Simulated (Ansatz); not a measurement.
The relaxed structure here is a generated cell of TaSi2: the first start was made by placing the elements on the sites of a structure type, and the end was not matched to a known phase here, so it may be hypothetical. Known forms of TaSi2 include space group No. 181.

A relaxed cell of TaSi2 (Fd-3m (No. 227)), relaxed on a k-mesh at least as fine as the one used below. Calculation: PBEsol (plane waves to 420 eV, PAW, scalar-relativistic; Ansatz, a quantum-chemistry and plane-wave program). Γ-centred k-mesh 4×8×8 on the run's cell (coarser than for final values), Fermi–Dirac smearing 0.05 eV.

```
TaSi2
1.0
    0.00000     6.88850     6.88850
    3.44425     0.00000     3.44425
    3.44425     3.44425     0.00000
Si Ta
8 4
Direct
  0.06250   0.12500   0.12500
  0.56250   0.12500   0.12500
  0.31250   0.12500   0.12500
  0.81250   0.12500   0.12500
  0.06250   0.62500   0.12500
  0.56250   0.62500   0.12500
  0.06250   0.12500   0.62500
  0.56250   0.12500   0.62500
  0.37500   0.75000   0.75000
  0.87500   0.75000   0.75000
  0.25000   0.50000   0.50000
  0.75000   0.50000   0.50000
```

The atoms are displaced along an unstable phonon of this cell by (Å):

| atom | ux | uy | uz |
|---|---|---|---|
| Si1 | -0.020 | 0.012 | 0.012 |
| Si2 | 0.020 | -0.012 | -0.012 |
| Si3 | 0.000 | 0.000 | 0.000 |
| Si4 | 0.000 | 0.000 | 0.000 |
| Si5 | -0.012 | 0.012 | 0.020 |
| Si6 | 0.012 | -0.012 | -0.020 |
| Si7 | -0.012 | 0.020 | 0.012 |
| Si8 | 0.012 | -0.020 | -0.012 |
| Ta9 | -0.087 | 0.087 | 0.087 |
| Ta10 | 0.087 | -0.087 | -0.087 |
| Ta11 | 0.087 | -0.087 | -0.087 |
| Ta12 | -0.087 | 0.087 | 0.087 |

What forces (eV/Å) and pressure result?


```tsv
atom	Fx	Fy	Fz
Si1	-0.02	-0.03	-0.03
Si2	0.02	0.03	0.03
Si3	0.00	0.00	0.00
Si4	0.00	0.00	0.00
Si5	0.03	-0.03	0.02
Si6	-0.03	0.03	-0.02
Si7	0.03	0.02	-0.03
Si8	-0.03	-0.02	0.03
Ta9	0.14	-0.14	-0.14
Ta10	-0.20	0.20	0.20
Ta11	-0.14	0.14	0.14
Ta12	0.20	-0.20	-0.20
```

Pressure +1.8 GPa.

No spin polarisation in the result.

The run that gave the undisplaced cell could not lose the symmetry of its start: the end is stationary, and may be a saddle point rather than a minimum.
